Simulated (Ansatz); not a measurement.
**What DFT gives for AlCl2**

```yaml
crystal:
  lattice:
    - [0.00000, 0.00000, 5.48294]
    - [5.54378, 0.00000, 0.00000]
    - [2.77189, 5.14360, -2.74147]
  atoms:
    - { symbol: Cl, position: [0.11171, 0.09529, 0.22342] }
    - { symbol: Cl, position: [0.88829, 0.90471, 0.77658] }
    - { symbol: Cl, position: [0.38829, 0.31871, 0.77658] }
    - { symbol: Cl, position: [0.61171, 0.68129, 0.22342] }
    - { symbol: Al, position: [0.25000, 0.00000, 0.00000] }
    - { symbol: Al, position: [0.75000, 0.00000, 0.00000] }
```

Level: PBE, no spin polarisation; 420 eV; 7×7×7 Γ-centred mesh; fermi-dirac occupations (width 0.1 eV); Ansatz 0.2.0, fixed geometry.

**Electronic structure.** It is a metal, with about 5.4 states/eV a cell as the mean within 0.25 eV of the Fermi level, mostly Al p (32 %), Al s (27 %) and Cl p (15 %).
**Formation energy.** -0.21 eV an atom against the elements' usual phases (free molecules for gases, crystals otherwise, with no correction for O₂ or N₂), so it is bound against them; other compounds may still compete. Relaxing would lower it.
**Stress.** The pressure is 13.4 GPa (compression positive), so with the atoms held at these fractions the cell would first expand; the forces are large, so a full relaxation may end otherwise. The principal stresses 10.7, 10.7, 18.7 GPa differ, so its shape would change too.
**Forces.** The largest is on Cl1 (and as large on other atoms): 3.10 eV/Å, components (2.18, 2.20, 0.00). It makes 140° with the line to a nearest neighbour, Al5 at 2.13 Å, pointing away from it.
**Charges.** Bader charges in e: Al +2.21, Cl -1.11. In the mean Al gives up most and Cl takes most.

Origin: a known structure type with other elements, at an estimated volume, so it need not be a known compound. Caveats: many states at the Fermi level without spin polarisation, so a magnetic state may lie lower; atoms or cell far from equilibrium.
